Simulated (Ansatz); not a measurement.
HfO₂:
```
CELL_PARAMETERS angstrom
      0.00000     2.52830     2.52830
      2.52830     0.00000     2.52830
      2.52830     2.52830     0.00000
ATOMIC_POSITIONS crystal
  Hf 0.00000 0.00000 0.00000
  O  0.75000 0.75000 0.75000
  O  0.25000 0.25000 0.25000
```

Relaxed with HSE06.

Task: Give the Bader charges and basin volumes of the independent atoms, HSE06 (plane waves, PAW; program Ansatz).

Result: 

```tsv
atom	Bader charge (e)	Bader volume (Å³)
Hf1	+2.82	9.5
O2	-1.41	11.4
```

Space group Fm-3m (fluorite). This is a known high-temperature phase of the composition, computed here at zero pressure and temperature. The HSE06 relaxation kept the symmetry of its start; its stability against distortions is not shown here. No spin polarisation was allowed. Spin–orbit coupling is left out wherever it is not named.

Potentials: the earlier of the program's two PAW sets. The files were generated under PBE; for other functionals the program regenerates the frozen cores, and for LDA and PBEsol the local potential too.
